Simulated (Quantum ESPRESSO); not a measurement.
InSnZr6 in 6 site orders

These are calculations, not measurements. They come from Quantum ESPRESSO 7.5, a public plane-wave density functional program. Each row is one single-point run on a made-up periodic cell of eight metal atoms, with elements, volume, strain and displacements drawn at random and not relaxed, so a cell may be unstable or far from any real phase. There is no spin polarisation or spin-orbit coupling.

Settings: PBE unless stated; PseudoDojo standard norm-conserving files; Fermi-Dirac width 0.25 eV, which means electrons at about 2900 K; cutoff 980 eV; 7 x 4 x 3 k mesh shifted half a step off Gamma. E is the free energy of the whole cell (internal energy minus TS), so a -TS column is already part of it. Stress is positive in tension, and the pressure P is minus a third of its trace.

Checks: one run of this series was repeated at a higher cutoff and on a denser mesh, which moved values by no more than 0.006 eV, 0.08 GPa and 0.010 eV/Å, and a second program with other atomic files agreed on it to 2 % rms in force and 0.5 GPa in pressure. Known limits: the tin pseudopotential is less sure than most, with forces differing by about three percent from a second method on plain tin; a spin test at this wide smearing found no moment, but such smearing suppresses magnetism that the real alloy may have.

The lattice is face-centred cubic, and the cell vectors in Å are (0.000, -2.301, -2.301); (-6.904, -2.301, 0.000); (-2.301, 4.603, -6.904), a volume of 195.02 Å³. The runs move one Sn atom among sites that otherwise hold Zr, on the same eight displaced sites. E is counted from run 1, and the rms force is over all 24 components. Nothing is relaxed, so E mixes bonding between neighbours with strain on unrelaxed sites, and it is not an ordering energy.

```
run  elements on sites 1 to 8  E (eV)  -TS (eV)  rms force (eV/Å)  largest force (eV/Å)  P (GPa)
  1   Sn Zr Zr In Zr Zr Zr Zr   0.000    -2.005             0.231                  0.67    -3.10
  2   Zr Sn Zr In Zr Zr Zr Zr  -0.034    -1.941             0.279                  0.66    -3.42
  3   Zr Zr Sn In Zr Zr Zr Zr  -0.389    -1.890             0.231                  0.58    -3.81
  4   Zr Zr Zr In Zr Sn Zr Zr  -0.092    -1.957             0.194                  0.50        ?
  5   Zr Zr Zr In Zr Zr Sn Zr   0.018    -1.983             0.251                  0.79    -3.05
  6   Zr Zr Zr In Zr Zr Zr Sn  -0.330    -1.997             0.290                  0.72    -4.30
```

## Worked fit

A straight line through the runs shown gives P = -3.19 + 2.37 E GPa with E in eV, an error of 0.72 on the slope and a scatter of 0.28 GPa. At this fixed volume the orders of higher energy tend to have the higher pressure.

## Withheld value

Question: what pressure should run 4 give?

The fit gives -3.41 ± 0.31 GPa. The calculation gave -3.49 GPa.
